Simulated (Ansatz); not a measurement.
Sc (hcp (Mg type), P6_3/mmc) under volume change, the program Ansatz at the PBE level (PAW), shape and atoms relaxed at each volume.

```tsv
V (Å³/atom)	E − E(relaxed) (meV/atom)	P (GPa)
22.418	38.6	5.97
23.157	16.4	3.71
23.897	3.9	1.73
24.636	0.0	0.00
25.375	3.6	-1.52
26.114	13.8	-2.86
26.853	29.7	-4.04
```

Question: What does a third-order Birch–Murnaghan fit give for V₀, B₀ and B′?

Answer: V₀ = 24.64 Å³/atom, B₀ = 54.1 GPa, B′ = 3.3.

Symmetry was held in the PBE relaxation. The workflow began spin-polarised and lost its moments.

Potentials: the earlier of the program's two PAW sets.
